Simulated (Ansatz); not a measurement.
Relaxed CoSi2 (fluorite type, space group Fm-3m):

```
CoSi2
1.0
    0.00000     2.65746     2.65746
    2.65746     0.00000     2.65746
    2.65746     2.65746     0.00000
Co Si
1 2
Direct
  0.00000   0.00000   0.00000
  0.25000   0.25000   0.25000
  0.75000   0.75000   0.75000
```

Method: r2SCAN (plane waves to 500 eV, PAW, scalar-relativistic; Ansatz, a program for electronic structure). k mesh 12×12×12 (Γ-centred), Fermi-Dirac smearing 0.05 eV. With partly filled bands, energies and forces of such displacements shift with the k mesh and the smearing. CoSi2 is run without spin polarisation. CoSi2 was relaxed with its symmetry unable to fall.

One atom of the cell was then moved (with its periodic images), all else fixed, and the forces (eV/Å) came out as:

| atom | Fx | Fy | Fz |
|---|---|---|---|
| Co1 | 0.000 | 0.000 | -3.541 |
| Si2 | 0.000 | 0.000 | 1.770 |
| Si3 | 0.000 | 0.000 | 1.770 |

**Question.** Which atom was moved, and by which vector (Å)?

**Answer.** Co1, by (0.00, 0.00, 0.28), 0.28 Å in all.

(A displaced cell: forces are minus the slopes of the energy, force constants its curvatures, and phonons follow from these.)
